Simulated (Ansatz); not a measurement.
AlBN2:
```
CELL_PARAMETERS angstrom
     -2.05214     2.05214     3.84274
      2.05214    -2.05214     3.84274
      2.05214     2.05214    -3.84274
ATOMIC_POSITIONS crystal
  Al 0.75000 0.25000 0.50000
  Al 0.00000 0.00000 0.00000
  B  0.25000 0.75000 0.50000
  B  0.50000 0.50000 0.00000
  N  0.18100 0.12500 0.55600
  N  0.87500 0.43100 0.05600
  N  0.56900 0.62500 0.44400
  N  0.37500 0.81900 0.94400
```

Relaxed with PBE. Special points in fractions of this cell's reciprocal vectors: Γ (0.000, 0.000, 0.000); X (0.000, 0.000, 0.500); P (0.250, 0.250, 0.250); N (0.000, 0.500, 0.000); M (0.500, 0.500, -0.500); S (0.321, 0.679, -0.321); S0 (-0.321, 0.321, 0.321); R (-0.143, 0.143, 0.500); G (0.500, 0.500, -0.143).

Question: List the band energies nearest the valence-band maximum at these points for DFT-PBE in the program Ansatz with PAW potentials.

Answer: In eV from the valence-band maximum; about four levels below and three above (degenerate sets whole), none deeper than 8.9 eV; points with the same levels are listed once.

| k | below | above |
|---|---|---|
| Γ | -2.51 -2.51 -0.08 -0.08 0.00 | 2.89 5.59 7.58 7.58 |
| X | -1.02 -1.02 -0.69 -0.69 | 6.56 6.56 7.95 7.95 |
| P | -1.05 -1.05 -0.98 -0.98 | 7.00 7.00 7.31 7.31 |
| N | -1.56 -1.50 -0.94 -0.94 | 6.47 6.73 7.31 |
| M | -2.30 -2.30 -1.04 -1.04 | 3.98 3.98 6.34 6.34 |
| S | -2.21 -1.84 -0.93 -0.47 | 4.75 6.24 7.88 |
| R | -1.13 -1.13 -0.77 -0.77 | 6.38 6.38 8.23 8.23 |

Space group I-42d (chalcopyrite). The start of the workflow was typed in or built on a structure type; neither database checked (COD, Materials Project) lists it. Whether it is the stable phase at ambient conditions was not checked. The cell was relaxed with PBE under the symmetry of its start; whether a distortion lowers the energy is not shown.

Potentials: the earlier of the program's two PAW sets.
